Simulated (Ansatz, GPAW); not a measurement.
**GaGe3 and the functional, program beside program**

```
CELL_PARAMETERS angstrom
0.00000 3.38717 3.38717
3.38717 0.00000 3.38717
3.38717 3.38717 0.00000
ATOMIC_POSITIONS crystal
Ge 0.50000 0.50000 0.50000
Ge 0.75000 0.75000 0.75000
Ge 0.25000 0.25000 0.25000
Ga 0.00000 0.00000 0.00000
```

The cell comes from a database or a generator and needn't be the stable form of this composition.

Kept alike: task band structure; k mesh 7 × 7 × 7; occupations fermi-dirac, width 0.05 eV; no spin polarisation. The mesh is that of the run's cell of 4 atoms. No spin-orbit coupling.

- A: Ansatz, Ansatz PAW, made for PBE, cutoff 420 to 500 eV
- B: GPAW; the program's PAW data sets (release 1.2.1) made for this functional (LDA); GPAW PAW data sets (gpaw-data 1.2.1) (PBE, r2SCAN); PAW data sets generated for this functional (PBEsol), cutoff 600 eV

```csv
functional,A: pressure (GPa),B: pressure (GPa)
LDA,-5.50,-5.69
PBE,-0.51,?
PBEsol,-3.93,-4.15
r2SCAN,-2.52,-3.05
```

Pressure is positive in compression; plane-wave values hold the error of the finite cutoff, which Ansatz corrects. Values on potentials made for another functional: A at LDA, PBEsol, r2SCAN; B at r2SCAN. For a metal such a mesh leaves the last digits unconverged.

**Question.** Estimate the value left open.

**Answer.** In the median of the other rows B lies -0.22 GPa from the other column, which points to -0.73; the run gave -0.77 GPa, -0.04 from it.
